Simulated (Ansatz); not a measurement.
**Nb: a jump of H**

Level of theory: DFT PBEsol, scalar-relativistic, plane waves, PAW (Ansatz 0.2.0). Settings: 420 eV cutoff, 3×3×3 k-mesh, Gaussian smearing of 0.10 eV, no spin polarisation.

Host crystal, relaxed:

```yaml
crystal:
  lattice:
    - [-1.63607, 1.63607, 1.63607]
    - [1.63607, -1.63607, 1.63607]
    - [1.63607, 1.63607, -1.63607]
  atoms:
    - { symbol: Nb, position: [0.00000, 0.00000, 0.00000] }
```

In a supercell of 32 host sites, interstitial H hops to an equivalent place, moving 1.16 Å between the relaxed ends. Climbing-image nudged elastic band at fixed cell with images 0 (start) to 6 (end), the path measured over all atoms, converged to 0.05 eV/Å; the order of the saddle wasn't checked, and the small cell leaves errors of about a tenth of an eV. Zero-point motion and tunnelling, which matter for H, are left out.

Supercell rows in host cell vectors: 4 2 2; 2 -2 0; 2 0 -2. H was set at (0.250, 0.500, 0.750) of the host cell.

At the relaxed start H has 4 Nb at 1.90 Å, 3 Nb at 2.95 Å, 1 Nb at 2.96 Å.

(1) What barrier does the band give, and what surrounds the atom at the top?

## Answers

(1) 0.16 eV at image 3, where H has 2 Nb at 1.84 Å, 1 Nb at 1.89 Å, 2 Nb at 2.34 Å, 1 Nb at 2.80 Å.

Cost: 1 run of about 84 core-minutes, on Intel Xeon Processor @ 2.70GHz (shared hosts).